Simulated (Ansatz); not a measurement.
ScPd (CsCl type, Pm-3m), PBE in the plane-wave PAW code Ansatz, all energies at zero smearing, with the estimated change up to a 700 eV cutoff added, with one set of potentials and settings (totals compare only within such a set). Cell of 2 atoms (1 Pd, 1 Sc): -9110.449 eV.

| element | reference phase | E (eV/atom) |
|---|---|---|
| Pd | Fm-3m, 1 atoms in the cell | -6972.8544 |
| Sc | P6_3/mmc, 2 atoms in the cell | -2135.8097 |

Formation energy per atom, worked out: (-9110.449 − 1×(-6972.8544) − 1×(-2135.8097))/2 = -0.893 eV/atom (-86 kJ per mol of atoms), at 0 K, without zero-point energy or fitted corrections.

The workflow started from an entry of the Crystallography Open Database (COD). Whether it is the stable phase at ambient conditions was not checked. The cell was relaxed with PBE under the symmetry of its start; its stability against distortions is not shown here. The run is not spin-polarised. The references are the lowest solids computed at this level, not always the standard phases.

Potentials: the later of the program's two PAW sets.
